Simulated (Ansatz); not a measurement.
**Structures of Na₂Sb₃: which is lowest?**

Plane-wave DFT in Ansatz with scalar-relativistic PAW potentials, cutoff 420 eV, Γ-centred meshes chosen by cell and gap, Gaussian smearing with energies taken to zero width. Every cell was relaxed (cell and atoms) in a run of its own, within the symmetry of its start. Functional: PBE.

Relaxed structures (starts from databases or built by putting these elements on another compound's sites):
A. P-3m1, 5 atoms in the computed cell, a = 5.030 Å, c = 6.463 Å; sites (symmetry × multiplicity) Na 3m. × 2, Sb -3m. × 1 + 3m. × 2; start: built
B. R-3c, 10 atoms in the computed cell, a = 7.977 Å, c = 18.050 Å; sites (symmetry × multiplicity) Na 3. × 12, Sb .2 × 18; start: built

Problem. Rank them by energy. Could pressure change the order?

Solution.
| structure | group | E − E(lowest) (meV/atom) | V (Å³/atom) | gap on mesh (eV) |
| --- | --- | --- | --- | --- |
| A | P-3m1 | 0.0 | 28.33 | 0.00 |
| B | R-3c | 77 | 33.16 | 0.00 |

A is lowest, 77 meV/atom under B. The lowest is also the densest of these, so pressure wouldn't bring one of the others in at first order. Other structures may lie lower than all of these, and vibrations aren't counted.

Spin-orbit coupling is left out, which matters for the bands of heavy elements.